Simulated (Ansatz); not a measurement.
Input and command of a plane-wave DFT calculation in Ansatz:

```yaml
crystal:
  lattice:
    - [5.0530320343, 0.0, 0.0]
    - [0.0, 5.0530320343, 0.0568466104]
    - [0.0, 0.0568466104, 5.0530320343]
  atoms:
    - { symbol: W, position: [0.0, 0.0, 0.0] }
    - { symbol: W, position: [0.5, 0.5, 0.5] }
    - { symbol: W, position: [0.0, 0.5, 0.25] }
    - { symbol: W, position: [0.0, 0.5, 0.75] }
    - { symbol: W, position: [0.25, 0.0, 0.5] }
    - { symbol: W, position: [0.75, 0.0, 0.5] }
    - { symbol: W, position: [0.5, 0.75, 0.0] }
    - { symbol: W, position: [0.5, 0.25, 0.0] }
basis:
  ecutwfc: 500
kpoints:
  mp_grid: { grid: [8, 8, 8] }
hamiltonian:
  xc: r2scan
scf:
  occupations: { method: gaussian, width: 0.15 }
output:
  forces: true
  stress: true
  eigenvalues: true
  write_density: true
  write_potential: true
  elf: true
  volumetric_format: npy
```

```bash
ansatz run input.yaml --threads 2 --pin off --max-ram 5120MiB --backend cpu --events-out ev --progress --plain --runs-dir out
```

Processor: Intel(R) Xeon(R) Processor @ 2.50GHz (Skylake/Cascade Lake), 2 threads, on a host shared with other jobs.

Problem. How long does it run, and how much memory does it take?

Solution. About 2.1 min on 2 threads of Intel(R) Xeon(R) Processor @ 2.50GHz (Skylake/Cascade Lake), on a shared host, peak memory 1.2 GiB. It solves 68 bands at 105 k points (the mesh reduced by the symmetry that the task leaves, which can be less than the crystal's) with about 3255 plane waves, in 7 SCF iterations.
